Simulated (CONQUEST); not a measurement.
Worked example: self-consistent single point of SiO2 (I-42d, 12 atoms in the cell; from Materials Project mp-546794, changed as shown) in CONQUEST.

Method: LDA (PW92), numerical atomic orbitals double-zeta with polarisation (the shipped basis), PseudoDojo norm-conserving potentials made for LDA run with CONQUEST 1.3.

The change in words: lattice scaled by 0.98. Reference geometry (I-42d):
```yaml
crystal:
  lattice:
    - [4.99570, 0.00000, 0.00000]
    - [0.00000, 4.99570, 0.00000]
    - [0.00000, 0.00000, 7.37202]
  atoms:
    - { symbol: Si, position: [0.00000, 0.00000, 0.00000] }
    - { symbol: Si, position: [0.00000, 0.50000, 0.25000] }
    - { symbol: Si, position: [0.50000, 0.50000, 0.50000] }
    - { symbol: Si, position: [0.50000, 0.00000, 0.75000] }
    - { symbol: O, position: [0.09679, 0.25000, 0.12500] }
    - { symbol: O, position: [0.75000, 0.40321, 0.37500] }
    - { symbol: O, position: [0.90321, 0.75000, 0.12500] }
    - { symbol: O, position: [0.25000, 0.59679, 0.37500] }
    - { symbol: O, position: [0.59679, 0.75000, 0.62500] }
    - { symbol: O, position: [0.25000, 0.90321, 0.87500] }
    - { symbol: O, position: [0.40321, 0.25000, 0.62500] }
    - { symbol: O, position: [0.75000, 0.09679, 0.87500] }
```

Reference input (self-consistent single point, DFT, LDA (PW92), numerical atomic orbitals double-zeta with polarisation (the shipped basis), PseudoDojo norm-conserving potentials made for LDA): basis = DZP; Diag.MPMeshX, Y, Z = 6 6 4; potentials = PseudoDojo norm-conserving LDA; Grid.GridCutoff = 140 Ha; DM.SolutionMethod = diagon; Diag.kT = 0.0001 Ha; Diag.GammaCentred = true; minE.SCTolerance = 1.0e-07; SC.MaxIters = 100; SC.LinearMixingFactor = 0.3; AtomMove.TypeOfRun = static. This run's input differs from it in these lines:

```diff
@@ -30,5 +30,5 @@
 # file: coords.dat
-     9.440510470      0.000000000      0.000000000
-     0.000000000      9.440510470      0.000000000
-     0.000000000      0.000000000     13.931106344
+     9.251700374      0.000000000      0.000000000
+     0.000000000      9.251700374      0.000000000
+     0.000000000      0.000000000     13.652485124
 12
```

The program printed (abridged):

```
    PulayMixSC: Starting Pulay mixing, A_up =  0.300 A_dn =  0.300
    PulayMixSC: Spin non-polarised calculation.
          Harris-Foulkes Energy            :      -149.922911740701522 Ha
    PulayMixSC: Pulay iteration     1 residual:              0.82192E-02
          Harris-Foulkes Energy            :      -149.570509414266724 Ha
    PulayMixSC: Pulay iteration     2 residual:              0.23942E-02
          Harris-Foulkes Energy            :      -149.544376648933621 Ha
    PulayMixSC: Pulay iteration     3 residual:              0.12563E-02
          Harris-Foulkes Energy            :      -149.541319014034457 Ha
   [... lines left out ...]
          Harris-Foulkes Energy            :      -149.541221110498242 Ha
    PulayMixSC: Pulay iteration     7 residual:              0.91975E-06
          Harris-Foulkes Energy            :      -149.541221108222146 Ha
    PulayMixSC: Pulay iteration     8 residual:              0.21776E-06
          Harris-Foulkes Energy            :      -149.541221107820235 Ha
    PulayMixSC: Pulay iteration     9 residual:              0.13040E-06
          Harris-Foulkes Energy            :      -149.541221107572170 Ha
    PulayMixSC: Pulay iteration    10 residual:              0.11727E-07
    PulayMixSC: Reached SCF tolerance of  0.11727E-07 after     10 iterations
      | Number of electrons      =        64.000031
      |* Harris-Foulkes energy   =      -149.541221107572170 Ha
      |* DFT total energy        =      -149.541221107571602 Ha

    force: Forces on atoms (Ha/a0)
    force:  Atom   X              Y              Z
    force:     1  -0.0000000000   0.0000000000  -0.0000000000
    force:     2  -0.0000000000  -0.0000000000   0.0000000000
    force:     3  -0.0000000000   0.0000000000  -0.0000000000
    force:     4   0.0000000000   0.0000000000   0.0000000000
    force:     5   0.0130568648   0.0000000000  -0.0000000000
    force:     6   0.0000000000  -0.0130568648  -0.0000000000
    force:     7  -0.0130568648   0.0000000000   0.0000000000
    force:     8  -0.0000000000   0.0130568648  -0.0000000000
   [... lines left out ...]
    force: Maximum force :        0.01305686(Ha/a0) on atom         6 in y direction
   [... lines left out ...]
    force: Force Residual:        0.01066089 Ha/a0
    force: Total stress:         -6.08748366     0.00000000     0.00000000 GPa
                             0.00000000    -6.08748366     0.00000000
                             0.00000000     0.00000000    -5.59575937
    force: Average pressure:      5.92357557 GPa

    get_E_and_F: Change in energy during last step of electronic optimisation:  0.24806E-09
```

The run converged in 10 iterations. CONQUEST prints the stress tensor with tension positive. Against the reference run the free energy goes up by 5.2 meV/atom, the pressure goes from -3.66 to 5.92 GPa, the largest force goes from under 0.1 to 0.67 eV/Å and the gap on the mesh goes from 5.930 to 6.334 eV.

The program uses no crystal symmetry, so grid and mesh can part values that symmetry would make equal. The atom-centred basis is finite, which shifts total energies, pressures, gaps and forces against plane waves. The structure comes from a collection of computed structures, made at another level of theory; the collection holds predicted forms beside known ones. Its lattice was then scaled.

Cost on one core: about 90 core-seconds (a rough figure).
